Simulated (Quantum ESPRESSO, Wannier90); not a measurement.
## Tight-binding from DFT: HfO2 (P4₂/nmc)

```
begin unit_cell_cart
ang
    3.5580200000    0.0000000000    0.0000000000
    0.0000000000    3.5580200000    0.0000000000
    0.0000000000    0.0000000000    5.1718600000
end unit_cell_cart
begin atoms_frac
Hf   0.5000000000  0.5000000000  0.5000000000
Hf   0.0000000000  0.0000000000  0.0000000000
O    0.0000000000  0.5000000000 -0.3027900000
O    0.0000000000  0.5000000000  0.1972100000
O    0.5000000000  0.0000000000 -0.1972100000
O    0.5000000000  0.0000000000  0.3027900000
end atoms_frac
```

Cell from Materials Project (mp-1018721), symmetrised, no further relaxation. Not found in the COD (Crystallography Open Database) copy used, which has the formula in other groups; not checked further. Computed values, not measurements, from PBEsol: Quantum ESPRESSO (norm-conserving PseudoDojo potentials, cutoff 68 Ry, no spin polarisation, no spin-orbit coupling) on a Γ-centred 6×6×4 mesh, then Wannier90. Density: 10×10×6 mesh, cold smearing 0.01 Ry. Spin-orbit coupling is left out although heavy elements are present.

Functional, cutoff and mesh named above are those of the base row (PBEsol); the first column says what each row takes instead. Model: 22 functions from bands 13-50, start hydrogen-like Hf: d; O: p, disentangled but not localised (num_iter = 0), frozen window tied to the conduction edge or Fermi level of each row, as listed, which moves Ω_I and hoppings a little by itself. Energies are relative to the valence-band maximum; the misfit is to pw.x on a path, for states up to 5.7 eV relative to the valence-band maximum. The functional changes, each with its own PseudoDojo files and their cutoffs, on the same cell. The disentangled Ω_I can sit in another minimum from row to row.

| functional | frozen to (eV) | Ω_I (Å²) | rms misfit (meV) | gap (eV) | bottom of band 13 (eV) | on-site O3 pz minus Hf1 dz2 (eV) | hopping modulus O4 py – Hf2 dyz, R = 0 0 0 (eV) | hopping modulus O4 pz – O3 pz, R = 0 0 0 (eV) | hopping modulus Hf1 dz2 – Hf1 dz2, R = 0 1 0 (eV) |
|---|---|---|---|---|---|---|---|---|---|
| LDA | 6.10 | 22.63 | 0.7 | 4.60 | -5.81 | -6.16 | 2.215 | 0.760 | 0.151 |
| PBE | 6.30 | 22.35 | 0.7 | 4.80 | -5.70 | -6.33 | 2.217 | 0.751 | 0.147 |
| PBEsol | 6.18 | 22.64 | 0.8 | 4.68 | -5.79 | -6.25 | 2.222 | 0.760 | 0.151 |
